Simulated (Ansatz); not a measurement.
Zr₂Cu:
```yaml
crystal:
  lattice:
    - [-1.57881, 1.57881, 5.46144]
    - [1.57881, -1.57881, 5.46144]
    - [1.57881, 1.57881, -5.46144]
  atoms:
    - { symbol: Zr, position: [0.34701, 0.34701, 0.00000] }
    - { symbol: Zr, position: [0.65299, 0.65299, 0.00000] }
    - { symbol: Cu, position: [0.00000, 0.00000, 0.00000] }
```

Relaxed with LDA. Special points in fractions of this cell's reciprocal vectors: Γ (0.000, 0.000, 0.000); X (0.000, 0.000, 0.500); P (0.250, 0.250, 0.250); N (0.000, 0.500, 0.000); M (0.500, 0.500, -0.500); S (0.271, 0.729, -0.271); S0 (-0.271, 0.271, 0.271); R (-0.042, 0.042, 0.500); G (0.500, 0.500, -0.042).

List the band energies nearest the Fermi level at these points for DFT-LDA in the program Ansatz with PAW potentials.

In eV from the Fermi level; about four levels below and three above (degenerate sets whole), none deeper than 8.9 eV; points with the same levels are listed once.

```
k                          below           above
-  -----------------------------  --------------
Γ        -3.33 -3.26 -1.91 -0.21  0.28 2.03 2.03
X        -2.56 -2.21 -1.23 -0.75  1.59 1.88 3.77
P        -2.69 -2.21 -2.14 -2.14  0.61 0.61 2.02
N        -3.26 -2.44 -1.10 -0.60  0.39 0.76 1.05
M  -3.37 -3.37 -3.26 -1.49 -0.98  0.04 1.01 1.01
S        -3.21 -2.03 -1.48 -0.42  0.49 0.49 0.99
R        -2.43 -2.25 -1.38 -0.77  1.71 1.78 3.73
```

Space group I4/mmm (MoSi2 or CaC2 type). The workflow started from a Materials Project entry (that database holds measured and hypothetical structures alike); the Crystallography Open Database files this formula in space group No. 139, but the cells were not matched. Its standing as an ambient phase is unchecked. The cell was relaxed with LDA under the symmetry of its start; whether a distortion lowers the energy is not shown. The run is not spin-polarised. Spin–orbit coupling is left out wherever it is not named.

Potentials: the later of the program's two PAW sets.
